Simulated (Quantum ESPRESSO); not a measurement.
# Moving one atom in MoPd2Pt2TiW2

Calculated results; nothing here was measured. They come from Quantum ESPRESSO 7.5, a public plane-wave density functional program. Each row is one single-point run on a made-up periodic cell of eight metal atoms, with elements, volume, strain and displacements drawn at random and not relaxed, so a cell may be unstable or far from any real phase. There is no spin polarisation or spin-orbit coupling.

Settings: PBE unless stated; PseudoDojo standard norm-conserving files; Fermi-Dirac width 0.25 eV, which means electrons at about 2900 K; cutoff 1143 eV; 8 x 5 x 3 k mesh shifted half a step off Gamma. E is the free energy of the whole cell (internal energy minus TS), so a -TS column is already part of it. Stress is positive in tension, and the pressure P is minus a third of its trace.

Checks: one run of this series was repeated at a higher cutoff and on a denser mesh, which moved values by no more than 0.005 eV, 0.13 GPa and 0.013 eV/Å, and a second program with other atomic files agreed on it to 2 % rms in force and 0.5 GPa in pressure. Known limits: heavy elements are run without spin-orbit coupling, which real alloys of them have; a spin test at this wide smearing found no moment, but such smearing suppresses magnetism that the real alloy may have.

The lattice is hexagonal close-packed, and the cell vectors in Å are (2.834, 0.001, 0.025); (0.002, 4.758, -0.007); (0.079, -0.013, 8.981), a volume of 121.11 Å³. The elements on sites 1 to 8 are W Pd W Mo Pt Pd Ti Pt. The runs move the W atom on site 3 by u along z from its drawn, already displaced place and keep all else fixed. Forces are on that atom, and E is counted from run 4.

| run | u (Å) | Fx (eV/Å) | Fy (eV/Å) | Fz (eV/Å) | P (GPa) | E (meV) |
|---|---|---|---|---|---|---|
| 1 | -0.1348 | -0.766 | -0.477 | 1.437 | 10.23 | 38.8 |
| 2 | -0.1141 | -0.752 | -0.465 | 1.126 | 9.99 | 12.3 |
| 3 | -0.0765 | ? | ? | ? | ? | ? |
| 4 | 0.0240 | -0.711 | -0.415 | -0.960 | 9.26 | 0.0 |
| 5 | 0.0736 | -0.714 | -0.414 | -1.741 | 9.37 | 66.9 |
| 6 | 0.0948 | -0.718 | -0.417 | -2.083 | 9.48 | 107.4 |
| 7 | 0.1135 | -0.723 | -0.421 | -2.388 | 9.60 | 149.2 |

## Worked fit

A parabola through the runs shown gives Fz = -0.587 - 15.45 u - 3.5 u² eV/Å, with an error of 0.02 on the linear term and a scatter of 0.004 eV/Å. Minus its integral from run 1 to run 7 is 109 meV, and the table's energies differ by 110 meV.

## Withheld run

Question: what Fz should run 3 give?

The fit gives 0.574 ± 0.005 eV/Å. The calculation gave 0.563 eV/Å. This run lies off the fit by more than twice that error, so something that the fit leaves out matters here.
